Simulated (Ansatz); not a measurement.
**Relaxing a structure of Ti3Al**

The start is a randomly generated symmetric cell of Ti3Al (space group No. 160). The cell and all atomic positions are relaxed at zero pressure with r2SCAN (plane waves to 500 eV, PAW, scalar-relativistic; Ansatz, a quantum-chemistry and plane-wave program). The first steps use a coarse 8×8×8 k-mesh.

Initial structure:
```yaml
crystal:
  lattice:
    - [2.75649, 1.59146, 3.14743]
    - [-2.75649, 1.59146, 3.14743]
    - [0.00000, -3.18291, 3.14743]
  atoms:
    - { symbol: Al, position: [0.33654, 0.33654, 0.33654] }
    - { symbol: Ti, position: [0.55396, 0.55396, 0.55396] }
    - { symbol: Ti, position: [0.84219, 0.84219, 0.84219] }
    - { symbol: Ti, position: [0.13681, 0.13681, 0.13681] }
```

Task: Does the structure survive the relaxation? Give the final space group.

Result: The space group goes from R3m (No. 160) to Fm-3m (No. 225); the end is AFLOW prototype AB3_cF16_225_a_bc (D0_3, as in BiF3), with 4 atoms in the primitive cell.

Task: How much energy is released per atom?

Result: About 2.1 eV/atom.

Task: How does the volume change?

Result: -19.9 %, from 20.71 to 16.58 Å³/atom.

Task: What band gap does the relaxed structure have at this level?

Result: No gap (metallic).

Task: Write out the relaxed structure.

Result: 
```cif
data_Al4Ti12
_chemical_formula_sum 'Al4 Ti12'
_space_group_name_H-M_alt 'Fm-3m'
_space_group_IT_number 225
_space_group_name_Hall '-F 4 2 3'
_cell_length_a 6.42594
_cell_length_b 6.42594
_cell_length_c 6.42594
_cell_angle_alpha 90.000
_cell_angle_beta 90.000
_cell_angle_gamma 90.000
loop_
_atom_site_label
_atom_site_type_symbol
_atom_site_symmetry_multiplicity
_atom_site_Wyckoff_symbol
_atom_site_fract_x
_atom_site_fract_y
_atom_site_fract_z
_atom_site_occupancy
Al1 Al 4 b 0.50000 0.50000 0.50000 1
Ti1 Ti 8 c 0.25000 0.25000 0.25000 1
Ti2 Ti 4 a 0.00000 0.00000 0.00000 1
```
(The calculation used a cell of 4 atoms; values per cell refer to that cell.)

Final values are on a 13×13×13 k-mesh of the relaxed cell. The start holds a very short contact (Al–Ti 1.89 Å). No spin polarisation in the result. A magnetic state may lie lower.

The run could not lose the symmetry of its start.

The first start was generated by a random draw of sites in a space group. Materials Project lists a structure of Ti3Al in the same space group, Fm-3m (No. 225); the sites were not compared with it, nor with measured phases. Known forms of Ti3Al include space group No. 194.
